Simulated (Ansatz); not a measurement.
Given:

Ir:
```yaml
crystal:
  lattice:
    - [2.72035, 0.00000, 0.00000]
    - [-1.36018, 2.35590, 0.00000]
    - [0.00000, 0.00000, 4.40356]
  atoms:
    - { symbol: Ir, position: [0.66667, 0.33333, 0.75000] }
    - { symbol: Ir, position: [0.33333, 0.66667, 0.25000] }
```

This is the PBEsol-relaxed structure. Tensor components refer to the Cartesian frame of this cell.

Question: All from PBEsol (plane waves, PAW; program Ansatz), unless another level is named. Give the Young's modulus.

Answer: 417 GPa.

Question: What about the highest zone-centre frequency?

Answer: 205 cm⁻¹.

Question: And the elastic constants (relaxed ions, GPa)?

Answer: C11 = 657, C12 = 220, C13 = 259, C33 = 657, C44 = 104.

Space group P6_3/mmc (hcp (Mg type)). The first step of the workflow began from a Materials Project structure, measured or hypothetical; the Crystallography Open Database copy checked does not list it. It is not the phase usual at ambient conditions (space group No. 225). Symmetry was held in the PBEsol relaxation; of distortions, only those at the zone centre were tested. The run is not spin-polarised. As this level gives no gap, shear constants depend on the k-mesh and smearing (Fermi–Dirac, 0.1 eV here). As this level gives no gap, phonon frequencies hold no LO–TO term and depend on the k-mesh and smearing (Fermi–Dirac, 0.1 eV here). On the denser mesh and wider smearing of the elastic run this cell carries a stress of 0.8 GPa. Spin–orbit coupling is left out wherever it is not named.

Potentials: the later of the program's two PAW sets.
